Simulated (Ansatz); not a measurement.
Input:

Mg₂Si:
```xyz
3
Lattice="0.0000 3.1822 3.1822 3.1822 0.0000 3.1822 3.1822 3.1822 0.0000" Properties=species:S:1:pos:R:3 pbc="T T T"
Mg     1.5911     1.5911     1.5911
Mg     4.7733     4.7733     4.7733
Si     0.0000     0.0000     0.0000
```

This is the PBE-relaxed structure.

### Question
All from DFT-PBE in the program Ansatz with PAW potentials, unless another level is named. Estimate the smallest direct gap on the standard path.

### Answer
1.84 eV.

### Question
What about the band gap?

### Answer
0.22 eV (indirect).

### Question
And the formation energy from the elements (no fitted shifts)?

### Answer
-0.16 eV/atom.

### Question
And the valence-band maximum?

### Answer
at Γ.

### Question
Predict the conduction-band minimum.

### Answer
at X (3 equivalent valleys).

Space group Fm-3m (fluorite or antifluorite type). The PBE relaxation kept the symmetry of its start. The references are the lowest solids computed at this level, not always the standard phases.

Potentials: the later of the program's two PAW sets.
